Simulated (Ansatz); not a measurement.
ZrW2 (cubic Laves (MgCu2 type), Fd-3m) under volume change, the program Ansatz at the PBEsol level (PAW), scaled uniformly.

| V (Å³/atom) | E − E(relaxed) (meV/atom) | P (GPa) |
|---|---|---|
| 16.507 | 121.3 | 25.70 |
| 17.052 | 51.1 | 15.83 |
| 17.596 | … | … |
| 18.140 | 0.0 | 0.00 |
| 18.684 | 11.0 | -6.33 |
| 19.228 | 42.0 | -11.79 |
| 19.773 | … | … |

Task: Some entries are withheld; supply them.

Result: 
- 17.596, E − E(relaxed) (meV/atom): 12.2
- 17.596, P (GPa): 7.34
- 19.773, E − E(relaxed) (meV/atom): 90.3
- 19.773, P (GPa): -16.48

Task: What does a third-order Birch–Murnaghan fit give for V₀, B₀ and B′?

Result: V₀ = 18.14 Å³/atom, B₀ = 227 GPa, B′ = 3.9.

The workflow started from an entry of the Crystallography Open Database (COD). Its standing as an ambient phase is unchecked. The cell was relaxed with PBEsol under the symmetry of its start; whether a distortion lowers the energy is not shown. No spin polarisation was allowed. Scalar-relativistic: spin–orbit coupling is off unless named, which matters more the heavier the elements.

Potentials: the later of the program's two PAW sets.
